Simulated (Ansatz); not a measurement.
TiO2:
```
CELL_PARAMETERS angstrom
      5.13521     0.00000     0.00000
      0.00000     9.18802     0.00000
      0.00000     0.00000     5.45382
ATOMIC_POSITIONS crystal
  Ti 0.13816 0.12897 0.90555
  Ti 0.63816 0.37103 0.09445
  Ti 0.36184 0.87103 0.40555
  Ti 0.86184 0.62897 0.59445
  Ti 0.86184 0.87103 0.09445
  Ti 0.36184 0.62897 0.90555
  Ti 0.63816 0.12897 0.59445
  Ti 0.13816 0.37103 0.40555
  O  0.81711 0.01017 0.85094
  O  0.31711 0.48983 0.14906
  O  0.68289 0.98983 0.35094
  O  0.18289 0.51017 0.64906
  O  0.18289 0.98983 0.14906
  O  0.68289 0.51017 0.85094
  O  0.31711 0.01017 0.64906
  O  0.81711 0.48983 0.35094
  O  0.46458 0.23024 0.88998
  O  0.96458 0.26976 0.11002
  O  0.03542 0.76976 0.38998
  O  0.53542 0.73024 0.61002
  O  0.53542 0.76976 0.11002
  O  0.03542 0.73024 0.88998
  O  0.96458 0.23024 0.61002
  O  0.46458 0.26976 0.38998
```

Relaxed with r²SCAN. Special points in fractions of this cell's reciprocal vectors: Γ (0.000, 0.000, 0.000); X (0.500, 0.000, 0.000); S (0.500, 0.500, 0.000); Y (0.000, 0.500, 0.000); Z (0.000, 0.000, 0.500); U (0.500, 0.000, 0.500); R (0.500, 0.500, 0.500); T (0.000, 0.500, 0.500).

### Question
List the band energies nearest the valence-band maximum at these points for r²SCAN in the plane-wave PAW code Ansatz.

### Answer
In eV from the valence-band maximum; about four levels below and three above (degenerate sets whole), none deeper than 8.9 eV; points with the same levels are listed once.

```csv
k,below,above
Γ,-0.50 -0.23 -0.17 0.00,2.74 3.12 3.27 3.27
X,-0.62 -0.62 -0.18 -0.18,3.03 3.03 3.27 3.27
S,-0.29 -0.29 -0.29 -0.29,3.13 3.13 3.13 3.13
Y,-0.28 -0.28 -0.19 -0.19,2.90 2.90 3.21 3.21
Z,-0.66 -0.66 -0.60 -0.60,3.19 3.19 3.37 3.37
U,-0.68 -0.68 -0.68 -0.68,3.32 3.32 3.32 3.32
R,-0.53 -0.53 -0.53 -0.53,3.38 3.38 3.38 3.38
T,-0.52 -0.52 -0.52 -0.52,3.30 3.30 3.30 3.30
```

Space group Pbca. The r²SCAN relaxation kept the symmetry of its start; of distortions, only those at the zone centre were tested. No spin polarisation was allowed.

Potentials: the later of the program's two PAW sets.
